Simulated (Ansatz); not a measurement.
## LaInRu single point

The input, for Ansatz 0.2.0 (plane waves, PAW):

```yaml
crystal:
  lattice:
    - [4.3747, 0.0, 0.0]
    - [0.0, 4.3747, 0.0]
    - [0.0, 0.0, 7.353153]
  atoms:
    - { symbol: In, position: [0.25, 0.25, 0.175] }
    - { symbol: In, position: [0.75, 0.75, 0.825] }
    - { symbol: La, position: [0.25, 0.25, 0.679] }
    - { symbol: La, position: [0.75, 0.75, 0.321] }
    - { symbol: Ru, position: [0.75, 0.25, 0.0] }
    - { symbol: Ru, position: [0.25, 0.75, 0.0] }
  symmetry: { tolerance: 0.0003 }
kpoints:
  mp_grid: { grid: [3, 3, 1], shift: [0, 0, 0] }
magnetization:
  spin_polarized: false
scf:
  occupations: { method: fermi_dirac }
hamiltonian:
  pseudopotentials: { kind: paw }
  xc: pbe0
basis:
  ecutwfc: 420
  fft_grid_basis: typed
output:
  forces: true
  stress: true
  eigenvalues: true
  bader: true
  populations: true
  elf: true
  write_potential: true
  volumetric_format: npy
  dos:
    e_range: [-12, 8]
    de: 0.05
    projected: { site_lists: { In: [In], La: [La], Ru: [Ru] } }
    method: { smearing: { sigma: 0.1, scheme: gaussian } }
```

Parts of the output:

```
Warning: output.stress: scf.convergence.dr2_threshold = 1e-7 eV (the SCF's general default) is looser than the 6e-10 eV advised for a printed stress (1e-10 eV for each atom of the cell: 6).
Warning: output.stress: scf.exx.energy_threshold = 1e-6 eV is looser than the 6e-8 eV advised for a stress under a hybrid functional (1e-8 eV for each atom of the cell: 6). Every SCF of the exchange loop can meet its threshold on dr2 while the loop round them stops early: no threshold on dr2 bounds what that leaves in the stress. Set scf.exx.energy_threshold to 6e-8 eV or tighter.
La: projections on atomic orbitals take those of the free atom [Kr 4d10] 4f0 5s2 5p6 5d1 6s2, of charge +0.00 (hamiltonian.pseudopotentials.projection_atoms); the dataset's partial waves leave at most 1.9e-5 of an orbital's norm unspanned inside its sphere
Pseudopotentials: kind: paw
Pseudopotential: In, paw, valence charge 13, recommended cutoff 420 eV (normal), In.paw.azcp
Pseudopotential: La, paw, valence charge 11, recommended cutoff 420 eV (normal), La.paw.azcp
Pseudopotential: Ru, paw, valence charge 16, recommended cutoff 420 eV (normal), Ru.paw.azcp
Functional definition: PBE0
  exchange = (1 - a)*pbe_x(kappa = kappa, mu = beta*pi^2/3) + a*exact_x
  correlation = pbe_c(beta = beta)
Crystal: 6 atoms, lattice volume = 140.725 Å³
Basis set: ecut = 420 eV, 2785 PW (Γ), exchange–correlation on 60×60×100 points (8 copies of the dense FFT grid, shifted against one another)
Bands: 48, of which v1, the nominal top of the filled ones, is band 40 counted from 1 (39 counted from 0)
Symmetry: 16 space group operations
Space group: P4/nmm (ITA 129), of the structure as read, at distance tolerance 1.6e-3 Å
k-points: 3 of 9
Initial density: superposition of atomic densities (neutral atoms: chi_scale 0, normalization atom), corrected by the library's trained network
Functional: x = pbe(κ = 0.804, μ = 0.2195), c = pbe(β = 0.0667), warm-up for x = 0.75 pbe(κ = 0.804, μ = 0.2195) + 0.25 exact, c = pbe(β = 0.0667)
SCF iter   1: F=—  Δρ=6.13e-3  dr2=3.25e-2
SCF iter   2: F=—  Δρ=3.47e-3  dr2=1.31e-2
SCF iter   3: F=—  Δρ=6.02e-4  dr2=4.61e-4
SCF iter   4: F=—  Δρ=1.96e-4  dr2=8.22e-5
SCF iter   5: F=—  Δρ=8.22e-5  dr2=1.66e-5
SCF iter   6: F=—  Δρ=3.34e-5  dr2=1.50e-6
SCF iter   7: F=—  Δρ=9.09e-6  dr2=2.31e-7
SCF iter   8: F=—  Δρ=3.39e-6  dr2=2.65e-8  defer=1
SCF iter   9: F=—  Δρ=1.02e-6  dr2=9.49e-10
SCF iter  10: F=-35452.8652 eV  Δρ=2.59e-7  dr2=1.22e-10 (applied; sched 1.19e-12)
…
SCF iter   6: F=—  Δρ=7.94e-6  dr2=1.77e-7  defer=5
SCF iter   7: F=—  Δρ=1.75e-6  dr2=7.43e-9  defer=5
SCF iter   8: F=—  Δρ=7.04e-7  dr2=1.90e-9  defer=5
SCF iter   9: F=-35468.7058 eV  Δρ=3.49e-7  dr2=6.94e-10  defer=7
hybrid outer 2: dexx = +2.036e-5 eV, tail = 1.42e-7 eV, Δε = 9.67e-3 eV (about 2.95e-4 eV left of the loop's levels), ΔF = 9.18e-3 eV/Å (tail 1.26e-3)
SCF iter   1: F=—  Δρ=5.57e-6  dr2=1.39e-8
SCF iter   2: F=—  Δρ=4.62e-6  dr2=7.26e-9  defer=3
SCF iter   3: F=—  Δρ=9.33e-7  dr2=3.06e-9  defer=3
SCF iter   4: F=-35468.7058 eV  Δρ=4.03e-7  dr2=2.88e-10  defer=6
hybrid outer 3: dexx = +4.375e-8 eV, tail = 8.02e-10 eV, Δε = 4.21e-4 eV (about 3.67e-5 eV left of the loop's levels), ΔF = 2.89e-4 eV/Å (tail 1.94e-4)
Free energy (F): -35468.7058 eV
Frozen-core exchange: fock
Harris-Foulkes:  -35468.7058 eV  (|F-HF|=1.82e-10)
Internal energy: -35468.6403 eV  (E = F + TS)
E sigma→0 (E₀):  -35468.6730 eV
Entropy (-TS):   -0.0654 eV (-10.906 meV/atom)
Fermi energy:    13.8587 eV
--- Per-component energies (eV) ---
  E_band       = -503.1892
  E_kinetic    = 1921.5029
  E_local      = -9152.9701  (includes V_loc(G=0)·N_el)
  E_nonlocal   = 1609.7207
  E_hartree    = 3729.3628
  E_xc         = -846.6181
  E_vxc        = -758.3128  (∫ρ·V_xc dr)
  E_exx        = -251.2971  (= α·E_x^exact, valence–valence)
  E_paw        = -26080.8541  (= ΣΔE_a)
  E_vpaw       = -1079.2608  (= ΣTr[D̂ρ^β])
  E_aug_tail   = -0.0003  (compensation charges beyond the density's cutoff)
  E_ewald      = -6397.2063
  E_core_change = -0.2808  (= ΣΔE_core)
  E_smearing   = -0.0654  (= −TS)
--- Forces (eV/Å), atoms counted from 1 ---
  atom   1  In     0.0000     0.0000     2.2369
  atom   2  In     0.0000     0.0000    -2.2369
  atom   3  La     0.0000     0.0000     1.0202
  atom   4  La     0.0000     0.0000    -1.0202
  atom   5  Ru     0.0000     0.0000     0.0000
  atom   6  Ru     0.0000     0.0000     0.0000
--- Stress (GPa, compression-positive) ---
       12.2875       0.0000       0.0000
        0.0000      12.2875       0.0000
        0.0000       0.0000      11.9698
  P = ⅓ Tr σ = 12.1816 GPa (121.816 kbar)
--- Löwdin populations: 6 sites ---
  site symbol       q [e]
     0     In     13.2784
     1     In     13.2784
     2     La     10.5705
     3     La     10.5705
     4     Ru     16.0598
     5     Ru     16.0598
  spilling = 0.0023 (of n_electrons = 80.0000)
--- Bader charges: 6 sites ---
  site symbol  charge [e]  shift [e]
     0     In     -0.3354     0.0029
     1     In     -0.3354     0.0029
     2     La      1.2680     0.0000
     3     La      1.2680     0.0000
     4     Ru     -0.9326     0.0029
     5     Ru     -0.9326     0.0029
```

Origin: a known structure type with other elements, at an estimated volume, so it need not be a known compound. Caveats: the exchange threshold is loose for a stress; the SCF threshold is loose for a stress; hybrid functional on a coarse k mesh; atoms or cell far from equilibrium.
